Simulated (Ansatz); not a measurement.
B2P and the effect of the strain (εxx = s, εyy = s)

```
CELL_PARAMETERS angstrom
1.51512 0.87475 3.92488
-1.51512 0.87475 3.92488
0.00000 -1.74950 3.92488
ATOMIC_POSITIONS crystal
B 0.42934 0.42934 0.42934
B 0.57066 0.57066 0.57066
P 0.00000 0.00000 0.00000
```

The cell comes from a database or a generator and needn't be the stable form of this composition.

Kept alike: task relaxation of the atoms; functional PBE; k mesh 10 × 10 × 10; occupations fermi-dirac, width 0.05 eV; no spin polarisation. Program: Ansatz, Ansatz PAW, cutoff 420 eV. The mesh is that of the run's cell of 3 atoms. No spin-orbit coupling.

```csv
s,free energy over the lowest row (meV/atom)
-0.04,30.91
-0.02,6.75
-0.01,1.31
0,0.00
0.01,2.42
0.02,8.10
0.04,28.87
```

The cell shown is the unstrained one; x, y and z are its Cartesian axes. For a metal such a mesh leaves the last digits unconverged.

The free energy is lowest at 0, and 30.91 meV an atom higher at -0.04.
